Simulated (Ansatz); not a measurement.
YPt3 in space group I4/mmm (No. 139; Pt on 2b, Pt on 4d, Y on 2a) at seven volumes, PBE in the plane-wave PAW code Ansatz, shape and atoms relaxed at each. One row is withheld.

| V (Å³/atom) | P (GPa) |
|---|---|
| 16.242 | 19.16 |
| 16.778 | 11.60 |
| 17.313 | 5.29 |
| 17.849 | 0.00 |
| 18.384 | -4.42 |
| 18.920 | ? |
| 19.455 | -11.19 |

Fit the shown pressures and predict the withheld one.

Third-order Birch–Murnaghan: P = (3/2)B₀(x^(7/2) − x^(5/2))[1 + (3/4)(B′ − 4)(x − 1)] with x = (V₀/V)^(2/3). Least squares on the six rows gives V₀ = 17.849 Å³/atom, B₀ = 160.7 GPa, B′ = 4.95. At V = 18.920, x = 0.9619 and P = -8.11 GPa. The run itself gave -8.12 GPa.

A made-up cell: these elements were put on the sites of a structure type; neither database checked (COD, Materials Project) lists it. COD files the formula under space group No. 221. Its standing as an ambient phase is unchecked. The PBE relaxation kept the symmetry of its start; its stability against distortions is not shown here. The run is not spin-polarised. Spin–orbit coupling is left out wherever it is not named.

Potentials: the earlier of the program's two PAW sets.
